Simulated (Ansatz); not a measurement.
## EuTe2, relaxed from a CdCl2-type start to space group Fm-3m (read at 0.02 Å)

Level of theory: DFT, PBE+U (U_eff = 6 eV on Eu 4f), scalar-relativistic, collinear spin; plane waves to 420 eV with PAW datasets (Ansatz 0.2.0), 8×8×8 k-mesh, Gaussian smearing of 0.05 eV; PAW files: Ansatz's generated set soft_2.

```
Eu Te
1.0
     2.71118    1.56530    4.41961
    -2.71118    1.56530    4.41961
     0.00000   -3.13060    4.41961
Eu Te
1 2
Direct
  0.00000 0.00000 0.00000
  0.24992 0.24992 0.24992
  0.75008 0.75008 0.75008
```

This is a trial structure made by placing the elements on a prototype's sites, so it needn't be the stable form.

Magnetic state: ferromagnetic, site spin moments Eu 6.92; Te 0.09 μB.

The cell above was scaled in volume, and shape and atoms were relaxed at each volume within its symmetry. Energies are counted from the cell above.

| V (Å³/atom) | ΔE (meV/atom) | P from the stress (GPa) |
| --- | --- | --- |
| 35.449 | 11.49 | 1.89 |
| 36.011 | 5.87 | 1.32 |
| 36.762 | 1.38 | 0.62 |
| 37.512 | 0.00 | 0.00 |
| 38.262 | 1.38 | -0.56 |
| 39.012 | 5.22 | -1.06 |
| 40.138 | 15.06 | -1.71 |
| 41.263 | 29.12 | -2.27 |

Question: Do the energies and the pressures agree? Compare −ΔE/ΔV between neighbouring points (1 meV/Å³ = 0.1602 GPa) with the mean of their pressures.

Answer: 
```
interval (Å³/atom)  −ΔE/ΔV (GPa)  mean P (GPa)
    35.45 to 36.01           1.6           1.6
    36.01 to 36.76           1.0           1.0
    36.76 to 37.51           0.3           0.3
    37.51 to 38.26          -0.3          -0.3
    38.26 to 39.01          -0.8          -0.8
    39.01 to 40.14          -1.4          -1.4
    40.14 to 41.26          -2.0          -2.0
```
They differ by 0.02 GPa at most.

Question: What do the two routes give for V0, B0 and B0′?

Answer: A third-order Birch–Murnaghan fit of the energies: V0 = 37.50 Å³/atom, B0 = 30 GPa, B0′ = 4.6. A polynomial of P in ln V, with B = −dP/d ln V at P = 0: V0 = 37.51 Å³/atom, B0 = 29 GPa, B0′ = 4.5.

B0·V0 = 29.5 GPa × 37.50 Å³ = 6.92 eV/atom sets the scale: near the minimum ΔE ≈ ½ B0 V0 x², with x = V/V0 − 1, and a pressure of 0.30 GPa squeezes the volume by about 1 %. At the ends of the curve: x = −5.5 % predicts 10.3 meV/atom and the run gives 11.5; x = +10.0 % predicts 34.8 meV/atom and the run gives 29.1. The lopsidedness is anharmonic: atoms resist being pushed together more than being pulled apart.

No spin–orbit coupling, a notable omission for heavy elements. The run wasn't fully tested for a lower electronic state. Site moments are of spin, integrated over atomic spheres. A U of this size is made for insulators; in a metal, as here, it tends to take f weight out of the bonding and to swell the cell. The moments were started parallel, and the real magnetic order may be another.
